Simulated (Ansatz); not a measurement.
Relaxed Ba$_{3}$PbO (anti-perovskite):

```yaml
crystal:
  lattice:
    - [5.41311, 0.00000, 0.00000]
    - [0.00000, 5.41311, 0.00000]
    - [0.00000, 0.00000, 5.41311]
  atoms:
    - { symbol: Ba, position: [0.50000, 0.00000, 0.50000] }
    - { symbol: Ba, position: [0.00000, 0.50000, 0.50000] }
    - { symbol: Ba, position: [0.50000, 0.50000, 0.00000] }
    - { symbol: Pb, position: [0.00000, 0.00000, 0.00000] }
    - { symbol: O, position: [0.50000, 0.50000, 0.50000] }
```

Scan: atom 1 (Ba, nearest neighbour O at 2.707 Å; its periodic images, 5.4 Å or more away, move with it) is displaced along Cartesian [111], direction (0.577, 0.577, 0.577) in Cartesian axes, by s. The other atoms stay.

Method: PBEsol (plane waves to 420 eV, PAW, scalar-relativistic; Ansatz, a quantum-chemistry and plane-wave program). k mesh 7×7×7 (Γ-centred), Fermi-Dirac smearing 0.05 eV. Energies are smeared free energies. Left out: 2 of 11 points, with atoms too close for the PAW data. With partly filled bands, energies and forces of such displacements shift with the k mesh and the smearing. At this level the bands of Ba3PbO touch or barely overlap. Ba3PbO was relaxed with its symmetry unable to fall. Spin-orbit coupling is left out, though Pb is heavy. ΔE is measured from the undisplaced structure. The last digit holds for this mesh only.

```json
[
 {"s (Å)": "-0.648", "ΔE (meV/cell)": "616.2"},
 {"s (Å)": "-0.486", "ΔE (meV/cell)": "328.9"},
 {"s (Å)": "-0.324", "ΔE (meV/cell)": "withheld"},
 {"s (Å)": "-0.162", "ΔE (meV/cell)": "33.6"},
 {"s (Å)": "0.000", "ΔE (meV/cell)": "0.0"},
 {"s (Å)": "0.162", "ΔE (meV/cell)": "33.6"},
 {"s (Å)": "0.324", "ΔE (meV/cell)": "withheld"},
 {"s (Å)": "0.486", "ΔE (meV/cell)": "328.9"},
 {"s (Å)": "0.648", "ΔE (meV/cell)": "616.2"}
]
```

**Question.** Fit an even polynomial form (powers 2, 4, 6) to the given rows and predict ΔE at s = 0.324.

**Answer.** Least squares on the 7 given rows: ΔE = (1264)·s² + (618.5)·s⁴ + (-320.5)·s⁶, in meV/cell with s in Å; root-mean-square residual 0.07 meV/cell. At 0.324 the fit gives 139.1 meV/cell; the calculation gives 139.4 meV/cell, so the interpolation is off by -0.3 (-0.2 %). The quadratic term alone would give 132.7 meV/cell.

(For displaced atoms, the force is minus the slope of the energy, and its curvature is a force constant, which sets phonon frequencies.)
